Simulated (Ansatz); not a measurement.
Relaxation of a generated cell, SiS2 built in the AFLOW prototype A2B_cP6_224_b_a (C3, as in Cu2O); 6 atoms in the cell, which starts as Pn-3m, origin choice 1 (No. 224), cP6; a = b = c = 4.408 Å, α = β = γ = 90.00°. Calculation: r2SCAN (plane waves to 500 eV, PAW, scalar-relativistic; Ansatz, a first-principles code). Γ-centred k-mesh 8×8×8 on the run's cell, Fermi–Dirac smearing 0.05 eV. This is the first round of the run. 

The optimiser's lines from the output (shortened; P is positive under compression):

```
relax step   1: F+E_penalty+E_count = -4896.40690728 eV  Δ(F+E_penalty+E_count) = +0.000e0 eV  max|allowed force component| = 7.710e-18 eV/Å  Δτ_max = 0.0000 Å  P = +59.881 GPa  Ω = 85.630 Å³  (6 SCF iters, dr2 threshold 1.00e-7 eV, accepted)
relax step   2: F+E_penalty+E_count = -4899.67580793 eV  Δ(F+E_penalty+E_count) = -3.269e0 eV  max|allowed force component| = 1.079e-17 eV/Å  Δτ_max = 0.0000 Å  P = +23.858 GPa  Ω = 98.773 Å³  (6 SCF iters, dr2 threshold 6.00e-7 eV, accepted)
relax step   3: F+E_penalty+E_count = -4900.70657365 eV  Δ(F+E_penalty+E_count) = -1.031e0 eV  max|allowed force component| = 2.698e-17 eV/Å  Δτ_max = 0.0000 Å  P = +7.297 GPa  Ω = 109.912 Å³  (6 SCF iters, dr2 threshold 6.00e-7 eV, accepted)
relax step   4: F+E_penalty+E_count = -4900.88837626 eV  Δ(F+E_penalty+E_count) = -1.818e-1 eV  max|allowed force component| = 4.587e-17 eV/Å  Δτ_max = 0.0000 Å  P = +0.034 GPa  Ω = 118.644 Å³  (7 SCF iters, dr2 threshold 6.00e-7 eV, accepted)
relax step   5: F+E_penalty+E_count = -4900.88837781 eV  Δ(F+E_penalty+E_count) = -1.549e-6 eV  max|allowed force component| = 3.932e-17 eV/Å  Δτ_max = 0.0000 Å  P = +0.002 GPa  Ω = 118.697 Å³  (5 SCF iters, dr2 threshold 2.88e-9 eV, accepted)
relax step   6: F+E_penalty+E_count = -4900.89227065 eV  Δ(F+E_penalty+E_count) = -3.893e-3 eV  max|allowed force component| = 3.932e-17 eV/Å  Δτ_max = 0.0000 Å  P = +0.015 GPa  Ω = 118.697 Å³  stress off target by 1.50e-2 GPa  SCF on the basis re-selected at this cell (its energy is not comparable with the rows above)  (7 SCF iters)
```

From the first to the last row the energy changes by -0.75 eV/atom and the volume by +38.6 %. The last row is marked as not comparable with the walk above it, whose basis was carried along; it does compare with step 1, since both stand on a basis selected at the nominal cutoff for their own cell.

Later rounds, restarted from the end of this one on a renewed k-mesh, logged 8 more steps and released under 0.01 eV/atom more. The final structure after all rounds: Pn-3m, origin choice 1 (No. 224), cP6, AFLOW prototype A2B_cP6_224_b_a (C3, as in Cu2O); a = 4.919 Å, b = 4.919 Å, c = 4.919 Å, α = 90.00°, β = 90.00°, γ = 90.00°. Between re-selections the logged energies stand on a plane-wave basis carried along with the cell. No spin polarisation in the result.

The run could not lower the symmetry of its start; a shaken copy of this end point relaxes with r2SCAN to Pc (No. 7) at a tolerance of 0.01 Å, P4₂nm (No. 102) at 0.1 Å, 0.13 eV/atom lower.

The relaxed structure here is a generated cell of SiS2: the first start was made by placing the elements on the sites of a structure type, and the end was not matched to a known phase here, so it may be hypothetical.
